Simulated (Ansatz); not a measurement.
TaS$_{2}$ (CdI2 type, P-3m1) at seven volumes, plane-wave PAW PBE+D3(BJ) (Ansatz code), shape and atoms relaxed at each. One row is withheld.

| V (Å³/atom) | P (GPa) |
|---|---|
| 16.822 | 6.32 |
| 17.376 | 3.67 |
| 17.931 | ? |
| 18.486 | 0.00 |
| 19.040 | -1.16 |
| 19.595 | -1.96 |
| 20.149 | -2.40 |

Problem. Fit the shown pressures and predict the withheld one.

Solution. Third-order Birch–Murnaghan: P = (3/2)B₀(x^(7/2) − x^(5/2))[1 + (3/4)(B′ − 4)(x − 1)] with x = (V₀/V)^(2/3). Least squares on the six rows gives V₀ = 18.483 Å³/atom, B₀ = 43.94 GPa, B′ = 9.58. At V = 17.931, x = 1.0204 and P = 1.54 GPa. The run itself gave 1.52 GPa.

This is a known high-temperature phase of the composition, computed here at zero pressure and temperature. The cell was relaxed with PBE+D3(BJ) under the symmetry of its start; its stability against distortions is not shown here. The run is not spin-polarised. Spin–orbit coupling is left out wherever it is not named.

Potentials: the earlier of the program's two PAW sets.
